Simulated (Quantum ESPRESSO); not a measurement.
```xyz
2
Lattice="0.0000 2.6656 2.6656 2.6656 0.0000 2.6656 2.6656 2.6656 0.0000" Properties=species:S:1:pos:R:3 pbc="T T T"
P      3.9984     3.9984     3.9984
Ga     5.3311     5.3311     5.3311
```

The PBEsol cell relaxed from Materials Project entry mp-2490 was given an isotropic strain of -2 % on all lattice vectors, and the atoms were relaxed again.

Problem. What does norm-conserving PBE (stringent potentials; Quantum ESPRESSO, 114 Ry, scalar-relativistic) give for the electronic structure near the Fermi level?

Solution. The PBE gap is indirect, 1.48 eV, from Γ to 91 % of the way from Γ to X; the smallest direct gap is 2.38 eV. Spin-orbit splittings are left out.
